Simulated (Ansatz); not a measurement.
The start is a generated cell, Ni placed in the fcc structure type. Cell shape, volume and atoms are optimised at zero target pressure with r2SCAN (plane waves to 500 eV, PAW, scalar-relativistic; Ansatz, a quantum-chemistry and plane-wave program). The first steps use a coarse 16×16×16 k-mesh.

The start:
```
CELL_PARAMETERS angstrom
      0.00000     1.76000     1.76000
      1.76000     0.00000     1.76000
      1.76000     1.76000     0.00000
ATOMIC_POSITIONS crystal
  Ni 0.00000 0.00000 0.00000
```
Spin-polarised start, with parallel moments on Ni.

**Question.** How large is the pressure on the unrelaxed cell, and of which sign?

**Answer.** -6.7 GPa (negative: the cell is under tension).

**Question.** By how much does the energy per atom fall from start to end?

**Answer.** 0.01 eV/atom.

**Question.** How does the volume change?

**Answer.** -3.4 %, from 10.90 to 10.53 Å³/atom.

**Question.** How do the shortest distances between atoms change?

**Answer.** The closest pairs of elements (up to four, under 3.6 Å), start → end: Ni–Ni 2.49 → 2.46 Å.

**Question.** What magnetic moments remain?

**Answer.** Net 0.74 μB/atom, ferromagnetic.

The space group stays Fm-3m (No. 225) (the run could not lower it); the end is fcc (Cu type), with 1 atom in the primitive magnetic cell. Final values are on a 23×23×23 k-mesh of the relaxed cell. Spin state reached: ferromagnetic (net 0.74 μB/atom), from parallel starting moments; other spin orders were not run from this start. r2SCAN tends to overstate moments in metals.

The run could not lose the symmetry of its start; a randomly shaken copy of 2 atoms returns to this structure.
